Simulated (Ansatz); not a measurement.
NaF:
Space group Fm-3m (No. 225); a = 4.6294 Å, b = 4.6294 Å, c = 4.6294 Å, α = 90.00°, β = 90.00°, γ = 90.00°

```tsv
atom	site	symmetry	x	y	z
Na	4a	m-3m	0.0000	0.0000	0.0000
F	4b	m-3m	0.5000	0.5000	0.5000
```
(The calculation used a cell of 2 atoms; values per cell refer to that cell.)

Relaxed with PBEsol. 

Question: HSE06 on this cell (Ansatz, a program for electronic structure, PAW) gives a gap of 8.50 eV. What does PBEsol give?

Answer: 6.20 eV.

Cost on shared cores: the PBEsol run (SCF on a 10×10×10 mesh, then bands and DOS) around 6 core-seconds (rough), the HSE06 run (SCF on 8×8×8, then a few points) very roughly 50 core-seconds; the tasks are unlike.

The cell was relaxed with PBEsol under the symmetry of its start; of distortions, only those at the zone centre were tested.

Potentials: the later of the program's two PAW sets.

Ansatz is a plane-wave DFT program.
